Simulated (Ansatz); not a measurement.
An ordered 4-atom cell of BaCaS2 on the rocksalt lattice (R-3m), relaxed with r2SCAN: 3 runs in the PAW code Ansatz, each a calculation of independent-particle optics. The symmetry is R-3m (No. 166, trigonal); conventional cell a = 4.275 Å, c = 21.125 Å, 27.86 Å³ an atom. Around Ca lie 6 S at 2.92 Å; around Ba lie 6 S at 3.15 Å; around S lie 3 Ca at 2.92 Å and 3 Ba at 3.15 Å. Values at 0 K without nuclear motion; spin polarisation is off, and the phase may be a hypothetical one.

```
Ca Ba S
1.0
     2.13736    1.23401    7.04183
    -2.13736    1.23401    7.04183
     0.00000   -2.46801    7.04183
Ca Ba S
1 1 2
Direct
  0.00000 0.00000 0.00000
  0.50000 0.50000 0.50000
  0.25909 0.25909 0.25909
  0.74091 0.74091 0.74091
```

On meshes this coarse, single peaks can be features of the mesh. No local fields, no excitons; the zone sum runs over the cells of the mesh, and ε∞ includes the bands left out of the spectrum. Up to four peaks are listed, those above 15 % of the tallest and inside the complete range; the four can differ from row to row.

```csv
functional,k mesh,broadening (eV),scissors (eV),range (eV),direct gap on the mesh before scissors (eV),ε∞ xx,ε∞ yy,ε∞ zz,complete up to (eV),tallest peaks of mean ε₂ (eV)
PBE,6×6×6,0.1,0.00,0–14,2.55,5.40,5.40,5.48,14.0,3.80 4.10 6.15 6.75
r2SCAN,6×6×6,0.1,0.00,0–14,2.94,4.82,4.82,4.88,14.0,4.20 6.75 7.35 7.90
PBE,6×6×6,0.1,0.99 (to HSE06),0–14,2.55,4.77,4.77,4.83,14.0,4.80 5.10 7.15 7.75
```

The fundamental gap is indirect (2.12 eV with PBE on 6×6×6); the table holds the direct one.

Spin-orbit coupling is left out.
